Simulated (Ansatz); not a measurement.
Rh:
Space group Fm-3m (No. 225); a = b = c = 3.7541 Å, α = β = γ = 90.00°

```tsv
atom	site	symmetry	x	y	z
Rh	4a	m-3m	0.0000	0.0000	0.0000
```
(The calculation used a cell of 1 atom; values per cell refer to that cell.)

Relaxed with LDA.

Q: Which orbitals make up the states near the Fermi level in the program Ansatz at the LDA level (PAW)?

A: Within 0.5 eV of the Fermi level: Rh 4d 96 %. Projections are on Löwdin-orthogonalised atomic valence shells; empty p or d shells of many metals are not among them.

Q: Tabulate the density of states.

A: States/eV per cell of 1 atom, in 0.25 eV bins, energy from the Fermi level.

| E (eV) | total | Rh 4d | Rh 5s | Rh 4p |
|---|---|---|---|---|
| -7.85 | 0.04 | 0.00 | 0.04 | 0.00 |
| -7.60 | 0.06 | 0.00 | 0.05 | 0.00 |
| -7.35 | 0.07 | 0.00 | 0.06 | 0.00 |
| -7.10 | 0.09 | 0.00 | 0.08 | 0.00 |
| -6.85 | 0.11 | 0.01 | 0.09 | 0.00 |
| -6.60 | 0.26 | 0.13 | 0.12 | 0.00 |
| -6.35 | 0.76 | 0.54 | 0.20 | 0.01 |
| -6.10 | 1.23 | 0.95 | 0.26 | 0.01 |
| -5.85 | 1.66 | 1.34 | 0.30 | 0.01 |
| -5.60 | 2.01 | 1.71 | 0.27 | 0.01 |
| -5.35 | 1.63 | 1.46 | 0.14 | 0.01 |
| -5.10 | 1.34 | 1.24 | 0.09 | 0.01 |
| -4.85 | 1.05 | 0.97 | 0.06 | 0.01 |
| -4.60 | 1.22 | 1.16 | 0.04 | 0.01 |
| -4.35 | 1.28 | 1.21 | 0.04 | 0.01 |
| -4.10 | 1.18 | 1.11 | 0.05 | 0.01 |
| -3.85 | 1.24 | 1.16 | 0.06 | 0.01 |
| -3.60 | 1.34 | 1.24 | 0.07 | 0.01 |
| -3.35 | 1.49 | 1.36 | 0.09 | 0.01 |
| -3.10 | 1.97 | 1.84 | 0.10 | 0.01 |
| -2.85 | 2.36 | 2.21 | 0.10 | 0.01 |
| -2.60 | 1.34 | 1.23 | 0.08 | 0.01 |
| -2.35 | 1.32 | 1.20 | 0.08 | 0.01 |
| -2.10 | 1.15 | 1.05 | 0.06 | 0.00 |
| -1.85 | 1.14 | 1.05 | 0.05 | 0.00 |
| -1.60 | 1.41 | 1.32 | 0.06 | 0.00 |
| -1.35 | 1.51 | 1.43 | 0.05 | 0.00 |
| -1.10 | 1.29 | 1.22 | 0.05 | 0.00 |
| -0.85 | 1.19 | 1.12 | 0.04 | 0.00 |
| -0.60 | 1.12 | 1.05 | 0.04 | 0.00 |
| -0.35 | 1.10 | 1.04 | 0.04 | 0.00 |
| -0.10 | 1.16 | 1.10 | 0.04 | 0.00 |
| 0.15 | 1.33 | 1.27 | 0.04 | 0.00 |
| 0.40 | 1.90 | 1.84 | 0.05 | 0.00 |
| 0.65 | 1.71 | 1.65 | 0.05 | 0.00 |
| 0.90 | 0.90 | 0.83 | 0.06 | 0.00 |
| 1.15 | 0.26 | 0.18 | 0.07 | 0.00 |
| 1.40 | 0.22 | 0.13 | 0.07 | 0.00 |
| 1.65 | 0.23 | 0.12 | 0.08 | 0.00 |
| 1.90 | 0.22 | 0.11 | 0.09 | 0.00 |
| 2.15 | 0.23 | 0.10 | 0.09 | 0.00 |
| 2.40 | 0.23 | 0.09 | 0.10 | 0.00 |
| 2.65 | 0.23 | 0.08 | 0.10 | 0.00 |
| 2.90 | 0.23 | 0.08 | 0.10 | 0.00 |
| 3.15 | 0.24 | 0.07 | 0.10 | 0.00 |
| 3.40 | 0.24 | 0.07 | 0.10 | 0.00 |
| 3.65 | 0.24 | 0.06 | 0.10 | 0.00 |
| 3.90 | 0.24 | 0.05 | 0.10 | 0.00 |
| 4.15 | 0.23 | 0.05 | 0.10 | 0.00 |
| 4.40 | 0.23 | 0.04 | 0.09 | 0.00 |
| 4.65 | 0.23 | 0.04 | 0.09 | 0.00 |

Symmetry was held in the LDA relaxation. No spin polarisation was allowed. Scalar-relativistic: spin–orbit coupling is off unless named, which matters more the heavier the elements.

Potentials: the earlier of the program's two PAW sets. The files were generated under PBE; for other functionals the program regenerates the frozen cores, and for LDA and PBEsol the local potential too.
